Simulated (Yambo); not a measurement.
Excitons in CsScW2O8

```xyz
12
Lattice="5.9272 0.0000 0.0000 -2.9636 5.1331 0.0000 0.0000 0.0000 8.1058" Properties=species:S:1:pos:R:3 pbc="T T T"
O     -1.5037     4.2902     2.7838
O      4.4673     0.8429     5.3220
O      0.0000     1.6858     2.7838
O      2.9636     3.4473     5.3220
O      1.5037     4.2902     2.7838
O      1.4600     0.8429     5.3220
O      0.0000     3.4221     0.4386
O      2.9636     1.7110     7.6672
Sc     0.0000     0.0000     4.0529
Cs     0.0000     0.0000     0.0000
W      0.0000     3.4221     2.2182
W      2.9636     1.7110     5.8876
```

The geometry is that of Materials Project entry mp-1213157, symmetrised and not relaxed again.

BSE in Yambo on PBEsol (Quantum ESPRESSO, PseudoDojo norm-conserving, 84 Ry, no spin-orbit coupling) bands: 3×3×2 mesh, 24 valence and 20 conduction bands, static screening with 138 bands and a 3 Ry block, scissor 2.67 eV, Tamm-Dancoff; field along x.

```csv
state,energy (eV),states within 2 meV,relative strength,class,main transitions
1,4.70,1,< 0.01,dark,several band pairs
2,4.73,1,< 0.01,dark,several band pairs
3,4.91,4,0.16,strong,several band pairs
4,5.19,2,< 0.01,dark,several band pairs
5,5.28,2,1.00,strong,several band pairs
6,5.37,1,< 0.01,dark,several band pairs
7,5.39,1,< 0.01,weak,several band pairs
8,5.49,2,0.29,strong,several band pairs
9,5.51,2,< 0.01,dark,several band pairs
10,5.70,1,< 0.01,dark,several band pairs
```

These are vertical excitations (zero momentum). The direct quasiparticle gap on this mesh is 6.59 eV; counted from there, state 1 is bound by 1.89 eV. Convergence with the mesh was not shown.

Spin singlets only. Strengths are relative to the strongest of the lowest states of this run; strong means a line over 3 % of the spectrum's maximum, dark under 0.03 %. Absolute energies carry the error of the G0W0 scissor, whose convergence isn't established; the long-wavelength screening was taken along (1,1,1) although the crystal is anisotropic.

Without spin-orbit coupling, band edges of such heavy elements can be off by tenths of an eV.

The structure is a Materials Project entry; no match was found in the copy of COD used, and its stability was not checked.
